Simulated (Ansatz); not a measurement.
All numbers below come from DFT PBE, scalar-relativistic, plane waves, PAW in Ansatz. Settings: cutoff 420 eV, Γ-centred meshes spaced at most about 0.3 Å⁻¹, and about 0.25 Å⁻¹ or finer for metals (2π included), Gaussian smearing. No spin polarisation in the final relaxations.

These are static total energies at zero pressure.

Two forms of Bi₄O were relaxed alike.

A.

Space group Pm-3m (No. 221). a = 5.079 Å, b = 5.079 Å, c = 5.079 Å, α = 90.00°, β = 90.00°, γ = 90.00°
```
atom  site  symmetry       x       y       z
  Bi    3d    4/mm.m  0.5000  0.0000  0.0000
  Bi    1b      m-3m  0.5000  0.5000  0.5000
   O    1a      m-3m  0.0000  0.0000  0.0000
```

B.

Space group I4/mmm (No. 139). a = 8.592 Å, b = 8.592 Å, c = 4.173 Å, α = 90.00°, β = 90.00°, γ = 90.00°
```tsv
atom	site	symmetry	x	y	z
Bi	8i	m2m.	0.2114	0.5000	0.5000
O	2a	4/mmm	0.0000	0.0000	0.0000
```

**Question.** Which would you expect to be lower, and how large is the difference?

**Answer.** A is lower, by 30 meV/atom. A has space group Pm-3m (No. 221), 26.2 Å³/atom and no gap on its mesh; B has space group I4/mmm (No. 139), 30.8 Å³/atom and no gap. Counting Bi atoms around O (those within 1.25 times the shortest such distance or 1.15 times the sum of covalent radii, 1.27 where that leaves under three; the shortest distance is added where it exceeds 1.18 times the sum of covalent radii), A has O 6 from 2.5 Å and B has O 4. The denser one is the lower, and pressure would at first widen the difference. In A, around Bi on a site of symmetry 4/mmm lie 2 O at 2.54 Å and 12 Bi at 3.59 Å; around Bi on a site of symmetry m-3m lie 12 Bi at 3.59 Å; around O lie 6 Bi at 2.54 Å. In B, Bi has 1 O at 2.48 Å and 7 Bi at 3.31–3.63 Å; around O lie 4 Bi at 2.48 Å. Both come from invented guesses.

These runs have no spin–orbit coupling, which can matter for Bi. Cells relaxed within their symmetry can be saddle points.
